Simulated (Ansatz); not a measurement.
Method: r2SCAN, no spin polarisation; PAW, plane waves to 500 eV, 6×6×6 Γ-centred mesh, fermi-dirac occupations (width 0.1 eV) (Ansatz 0.2.0), atoms fixed.

Computed maps in the lattice plane spanned by b (left to right, 6.66 Å, 20 points from zero) and c (bottom to top, 6.66 Å, 20 points from zero), 60° apart, at height 0.775 along a. The fields are smooth PAW ones with compensation charges, not the true ones near nuclei.

Valence density. Digits on a logarithmic scale: 0 up to 0.03 e/Å³, each further digit a factor of 1.6, 9 from 1.3 e/Å³ up:
```
24555321123566543111
25788641124678875311
25899963124788887531
24899996324688778753
23699998423588627874
31369998522478867885
31136887421257888886
31013455321125788876
31001233321012456765
21111223321111234443
22222223332222222222
23454323333334543111
25787643333357886311
25899964222358999642
24899996322248999963
34699997421136999985
44479998521013699985
44446887421001368875
34444455321111134554
33443222222333322222
```

ELF. Ten even steps from '0' (0.00) to '9' (0.90):
```
01222000003799861000
15788630016999998300
06888973007999899830
04885797105996139981
01697588401897003996
10279898500699501898
40026887410179976999
50001233100027999999
30000000000001689997
00000011110000015763
00010012221001000010
02553002321014541000
15888610221037887300
05898961011038989730
03885796000028857960
00597588300016975882
00069898510002798882
00005888500000268872
00000355200000014651
00000001000354100010
```

Q: The cell is Cs$_{2}$YPbF$_{6}$. Which atoms lie within 0.2 Å of this plane, and where (fractions of b and c)?

A: F at (0.23, 0.23), F at (0.23, 0.78), F at (0.78, 0.23), Cs at (0.75, 0.75). The whole cell:
```
F Pb Y Cs
1.0
     0.00000    4.71263    4.71263
     4.71263    0.00000    4.71263
     4.71263    4.71263    0.00000
F Pb Y Cs
6 1 1 2
Direct
  0.77500 0.22500 0.22500
  0.22500 0.77500 0.22500
  0.22500 0.77500 0.77500
  0.77500 0.22500 0.77500
  0.22500 0.22500 0.77500
  0.77500 0.77500 0.22500
  0.50000 0.50000 0.50000
  0.00000 0.00000 0.00000
  0.25000 0.25000 0.25000
  0.75000 0.75000 0.75000
```

Origin: a known structure type with other elements, at an estimated volume, so it need not be a known compound. Caveats: many states at the Fermi level without spin polarisation, so a magnetic state may lie lower.
